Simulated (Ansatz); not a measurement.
All numbers below come from DFT PBE, scalar-relativistic, plane waves, PAW in Ansatz. Settings: cutoff 420 eV, Γ-centred meshes spaced at most about 0.3 Å⁻¹, and about 0.25 Å⁻¹ or finer for metals (2π included), Gaussian smearing. No spin polarisation in the final relaxations.

Temperature and zero-point effects are left out.

Two forms of LiSe6 were relaxed alike.

A.

```yaml
crystal:
  lattice:
    - [6.73140, 0.00000, 0.00000]
    - [0.00000, 6.73140, 0.00000]
    - [0.00000, 0.00000, 6.73140]
  atoms:
    - { symbol: Li, position: [0.00000, 0.00000, 0.00000] }
    - { symbol: Se, position: [0.82920, 0.50000, 0.50000] }
    - { symbol: Se, position: [0.17080, 0.50000, 0.50000] }
    - { symbol: Se, position: [0.50000, 0.50000, 0.82920] }
    - { symbol: Se, position: [0.50000, 0.50000, 0.17080] }
    - { symbol: Se, position: [0.50000, 0.17080, 0.50000] }
    - { symbol: Se, position: [0.50000, 0.82920, 0.50000] }
```

B.

```yaml
crystal:
  lattice:
    - [8.18468, 0.00000, 0.00000]
    - [-4.09234, 7.08814, 0.00000]
    - [0.00000, 0.00000, 3.91072]
  atoms:
    - { symbol: Li, position: [0.00000, 0.00000, 0.00000] }
    - { symbol: Se, position: [0.00000, 0.30085, 0.50000] }
    - { symbol: Se, position: [0.69915, 0.69915, 0.50000] }
    - { symbol: Se, position: [0.30085, 0.00000, 0.50000] }
    - { symbol: Se, position: [0.00000, 0.69915, 0.50000] }
    - { symbol: Se, position: [0.30085, 0.30085, 0.50000] }
    - { symbol: Se, position: [0.69915, 0.00000, 0.50000] }
```

Question: Which form is favoured at zero pressure, and by what margin per atom?

Answer: B is lower, by 180 meV/atom. A has space group Pm-3m (No. 221), 43.6 Å³/atom and no gap on its mesh; B has space group P6/mmm (No. 191), 32.4 Å³/atom and no gap. Counting Se atoms around Li (those within 1.25 times the shortest such distance or 1.15 times the sum of covalent radii; the shortest distance is added where it is long for a bond), A has Li 24 from 4.9 Å and B has Li 12 from 3.1 Å. A holds Se–Se pairs (shortest 2.30 Å); B holds Se–Se units of three or more atoms (shortest 2.46 Å). Even the lower one lies +0.13 eV/atom against the reference forms of the elements (uncorrected), so neither is stable at this level. In A, around Li lie 24 Se at 4.90 Å (long contacts); Se is surrounded by 1 Se at 2.30 Å, 4 Se at 3.13 Å, 1 Se at 4.43 Å and 4 Li at 4.90 Å. In B, around Li lie 12 Se at 3.14 Å and 2 Li at 3.91 Å; around Se lie 2 Se at 2.46 Å and 2 Li at 3.14 Å. Both come from invented guesses.

No dispersion correction is applied, so the spacing and binding between layers, chains or molecules are poorly described (Pm-3m, P6/mmm), and this can change margins and order among such cells. In Pm-3m, P6/mmm an odd number of electrons in the primitive cell allows no gap without spin; a larger cell or a magnetic state could open one. A magnetic state wasn't ruled out in cells without spin, among them Pm-3m, P6/mmm. Cells relaxed within their symmetry can be saddle points.
